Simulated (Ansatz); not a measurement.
The relaxed structure here is a generated cell of CsVBr3: the first start was made by placing the elements on the sites of a structure type, and the end was not matched to a known phase here, so it may be hypothetical.

The end point of a relaxation of CsVBr3. Space group R-3 (No. 148), AFLOW prototype AB3C_hR10_148_c_f_c (as in TiFeO3). These are PBE (plane waves to 420 eV, PAW, scalar-relativistic; Ansatz, a quantum-chemistry and plane-wave program) values and carry that method's errors.

```cif
data_Br6Cs2V2
_chemical_formula_sum 'V2 Br6 Cs2'
_space_group_name_H-M_alt 'P 1'
_space_group_IT_number 1
_cell_length_a 9.04974
_cell_length_b 9.04974
_cell_length_c 9.04974
_cell_angle_alpha 46.867
_cell_angle_beta 46.867
_cell_angle_gamma 46.867
loop_
_space_group_symop_operation_xyz
  'x, y, z'
loop_
_atom_site_label
_atom_site_type_symbol
_atom_site_fract_x
_atom_site_fract_y
_atom_site_fract_z
_atom_site_occupancy
V1 V 0.33377 0.33377 0.33377 1
V2 V 0.66623 0.66623 0.66623 1
Br1 Br 0.32278 0.55245 0.93984 1
Br2 Br 0.93984 0.32278 0.55245 1
Br3 Br 0.55245 0.93984 0.32278 1
Br4 Br 0.67722 0.44755 0.06016 1
Br5 Br 0.06016 0.67722 0.44755 1
Br6 Br 0.44755 0.06016 0.67722 1
Cs1 Cs 0.14873 0.14873 0.14873 1
Cs2 Cs 0.85127 0.85127 0.85127 1
```

### Question
What band gap does PBE give?

### Answer
1.19 eV, direct within 0.03 eV (at k = (0.1667, -0.3333, -0.1667)) (no spin-orbit coupling).

### Question
What is the computed magnetic moment (PBE)?

### Answer
Net 0.60 μB/atom, ferromagnetic.

Spin state reached: ferromagnetic (net 0.60 μB/atom), from parallel starting moments; other spin orders were not run from this start. No Hubbard U is applied.

The run could not lose the symmetry of its start, so the end can be a saddle point.
